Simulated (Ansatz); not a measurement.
The numbers come from plane-wave PAW DFT (Ansatz): PBE0, spin-orbit coupling, 420 eV, 3×3×3 Γ-centred k points, fermi-dirac occupations (width 0.0252 eV). Nothing was relaxed.

Computed maps in the lattice plane spanned by a (left to right, 4.12 Å, 12 points from zero) and b (bottom to top, 4.12 Å, 12 points from zero), 90° apart, at height 0.500 along c. The fields are smooth PAW ones with compensation charges, not the true ones near nuclei.

Valence density. Digits on a logarithmic scale: 0 up to 0.03 e/Å³, each further digit a factor of 1.6, 9 from 1.3 e/Å³ up:
```
689998666666
799999765556
799999765556
799999765556
689998666666
667776667776
666666689998
765556799999
765556799999
765556799999
666666689998
667776667776
```

ELF less spin currents. Ten even steps from '0' (0.26) to '9' (0.68):
```
015751012221
059995023232
179997122222
059995023232
015751012221
000100000100
012221015751
023232059995
122222179997
023232059995
012221015751
000100000100
```

Question: The cell is LuSi₂Pt₂. Which atoms lie within 0.2 Å of this plane, and where (fractions of a and b)?

Answer: Pt at (0.75, 0.25), Pt at (0.25, 0.75). The whole cell:
```
Si Lu Pt
1.0
     0.00000    4.11996    0.00000
     4.11996    0.00000    0.00000
     2.05998    2.05998   -5.05609
Si Lu Pt
2 1 2
Direct
  0.36200 0.36200 0.27600
  0.63800 0.63800 0.72400
  0.00000 0.00000 0.00000
  0.75000 0.25000 0.50000
  0.25000 0.75000 0.50000
```

The state carries no moments; the state need not be the lowest.

Origin: a known structure type with other elements, at an estimated volume, so it need not be a known compound. Caveats: hybrid functional on a coarse k mesh; atoms or cell far from equilibrium.
